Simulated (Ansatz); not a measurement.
AlNi in space group Fd-3m (No. 227; Ni on 8b, Al on 8a) at seven volumes, PBE (plane waves, PAW; program Ansatz), scaled uniformly. One row is withheld.

| V (Å³/atom) | P (GPa) |
|---|---|
| 11.365 | 17.00 |
| 11.740 | 10.39 |
| 12.115 | 4.78 |
| 12.489 | 0.01 |
| 12.864 | ? |
| 13.239 | -7.48 |
| 13.613 | -10.39 |

Fit the shown pressures and predict the withheld one.

P = (3/2)B₀(x^(7/2) − x^(5/2))[1 + (3/4)(B′ − 4)(x − 1)] with x = (V₀/V)^(2/3). Least squares on the six rows gives V₀ = 12.491 Å³/atom, B₀ = 146 GPa, B′ = 4.42. At V = 12.864, x = 0.9806 and P = -4.03 GPa. The run itself gave -4.04 GPa.

The start of the workflow was typed in or built on a structure type; neither database checked (COD, Materials Project) lists it. It is not the phase usual at ambient conditions (space group No. 221). Symmetry was held in the PBE relaxation; its stability against distortions is not shown here. The workflow began spin-polarised and lost its moments.

Potentials: the earlier of the program's two PAW sets.
